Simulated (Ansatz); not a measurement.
Clean, relaxed (001) surface of Si₂W, space group I4/mmm (No. 139) (top face towards +c; atoms held fixed, by place in the list: 1, 2, 3, 4, 5, 6, 7, 8, 9, 10, 11, 12):

```xyz
24
Lattice="6.3861 0.0000 0.0000 0.0000 6.3861 0.0000 0.0000 0.0000 23.4863" Properties=species:S:1:pos:R:3 pbc="T T T"
Si    3.1930    0.0000    8.5000
Si    3.1930    3.1930    8.5000
Si    0.0000    0.0000    8.5000
Si    0.0000    3.1930    8.5000
W     1.5965    4.7896    9.7936
W     1.5965    1.5965    9.7936
W     4.7896    4.7896    9.7936
W     4.7896    1.5965    9.7936
Si    3.1930    0.0000   11.0872
Si    3.1930    3.1930   11.0872
Si    0.0000    0.0000   11.0872
Si    0.0000    3.1930   11.0872
Si    4.7896    4.7896   12.3496
Si    4.7896    1.5965   12.3496
Si    1.5965    4.7896   12.3496
Si    1.5965    1.5965   12.3496
W     3.1930    3.1930   13.6393
W     3.1930    0.0000   13.6393
W     0.0000    3.1930   13.6393
W     0.0000    0.0000   13.6393
Si    4.7896    4.7896   14.9181
Si    4.7896    1.5965   14.9181
Si    1.5965    4.7896   14.9181
Si    1.5965    1.5965   14.9181
```

The calculation used DFT PBE+D3(BJ), scalar-relativistic, plane waves, PAW in Ansatz 0.2.0. Plane waves to 420 eV, a k mesh through Γ of 5×5×1 on the computed 24-atom cell and Gaussian smearing (0.10 eV); no spin polarisation. The cell repeats along c with a dipole correction in the vacuum.

CH is adsorbed on the top face, one adsorbate per 40.8 Å², and relaxed from 2 starting sites (fractions of a and b). The adsorption energy is E(slab + adsorbate) − E(slab) − E(free adsorbate, spin-polarised where open-shell). Heights count from the highest slab atom after relaxation. Δφ is the top face's. Δp counts per cell along +c. Bonded neighbours lie within 1.25 times the sum of covalent radii (1.35 for H) and, on that scale, within 12 % of the closest. With the adsorbate the cell is lengthened along c to keep the vacuum.

```tsv
start	ends at	E_ads (eV)	height (Å)	shortest contact	Δφ (eV)	Δp (e·Å)	whole?
top (Si) at (0.75, 0.75)	(0.75, 0.75), 1 bonded neighbour (Si)	-3.86	1.70	C–Si 1.70 Å	-0.12	+0.017	yes
bridge (Si-Si) at (0.25, 0.00)	(0.25, 0.00), 4 bonded neighbours (Si and W)	-6.43	0.47	C–Si 1.84 Å	-0.41	+0.094	yes
```

Among the sites tried, the lowest end comes from the bridge (Si-Si) at (0.25, 0.00) start; other sites may lie lower.

Each end is the local minimum or symmetric point that its start leads to. The slab is only 6.5 Å thick, so the energies aren't converged with thickness.

The adsorbed runs have no spin polarisation, so weakly bound open-shell ends lie too high.